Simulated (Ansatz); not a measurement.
A trial cell of TaN was relaxed with PBEsol (plane waves to 420 eV, PAW, scalar-relativistic; Ansatz, an electronic-structure program).

Before: P3₂21 (No. 154), hP6; a = 3.3272 Å, b = 3.3272 Å, c = 7.6225 Å, α = 90.00°, β = 90.00°, γ = 120.00°.

After relaxation:

Simulated powder pattern, neutron, λ = 1.5401 Å (kinematic, ideal powder, no thermal factors, coherent scattering alone; the 24 strongest lines at most, above 1 %, up to 2θ = 90°):

```json
[
 {"2θ (°)": "35.50", "I/Imax (%)": "3.7"},
 {"2θ (°)": "41.23", "I/Imax (%)": "93"},
 {"2θ (°)": "59.72", "I/Imax (%)": "100"},
 {"2θ (°)": "71.44", "I/Imax (%)": "3.5"},
 {"2θ (°)": "75.15", "I/Imax (%)": "49"},
 {"2θ (°)": "89.52", "I/Imax (%)": "31"}
]
```

Q: Identify the relaxed structure from its pattern: crystal system, space group and cell.

A: Cubic, Fm-3m (No. 225), cF8, rock salt type; a = b = c = 4.375 Å, α = β = γ = 90.00°. Sites: N 4a (0.000, 0.000, 0.000); Ta 4b (0.500, 0.500, 0.500).

Q: Index the strongest lines.

A: 35.50° (111), 41.23° (200), 59.72° (220), 75.15° (222), 89.52° (400).

No spin polarisation in the result.

The run could not lose the symmetry of its start.
